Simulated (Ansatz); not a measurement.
Space group P3m1 (No. 156). a = 4.493 Å, b = 4.493 Å, c = 11.027 Å, α = 90.00°, β = 90.00°, γ = 120.00°
| atom | site | symmetry | x | y | z |
| --- | --- | --- | --- | --- | --- |
| Al | 1b | 3m. | 0.3333 | 0.6667 | 0.4111 |
| Al | 1c | 3m. | 0.6667 | 0.3333 | 0.0882 |
| In | 1a | 3m. | 0.0000 | 0.0000 | 0.7517 |
| Sb | 1a | 3m. | 0.0000 | 0.0000 | 0.0111 |
| Sb | 1b | 3m. | 0.3333 | 0.6667 | 0.6545 |
| Sb | 1c | 3m. | 0.6667 | 0.3333 | 0.3333 |

Equation of state of this Al₂InSb₃ structure (not necessarily the ground state), with shape and atoms relaxed at each volume where symmetry leaves them free. Computed with DFT PBE, scalar-relativistic, plane waves, PAW (Ansatz 0.2.0).

Plane waves to 420 eV, a k mesh through Γ of 12×12×4 on the computed 6-atom cell and Gaussian smearing (0.02 eV); no spin polarisation.

```
V (Å³/atom)  E − E(largest V) (meV/atom)  P (GPa)  gap on mesh (eV)
     28.279                        44.87     7.64              0.80
     29.243                         6.36     5.23              0.90
     30.207                       -18.80     3.19              0.83
     31.171                       -32.67     1.47              0.63
     32.135                       -37.00     0.01              0.44
     33.099                       -33.27    -1.22              0.26
     34.063                       -22.73    -2.25              0.09
     35.349                         0.00    -3.37              0.00
```

Question: Fit a third-order Birch–Murnaghan equation, E = E0 + (9V0B0/16)·[(x − 1)³B0' + (x − 1)²(6 − 4x)] with x = (V0/V)^(2/3), to E(V).

Answer: V0 = 32.14 Å³/atom, B0 = 44 GPa, B0' = 4.6.

Spin-orbit coupling is left out, which matters for the bands of heavy elements.

The cell was found from a structure generator's guess, not taken from experiment.
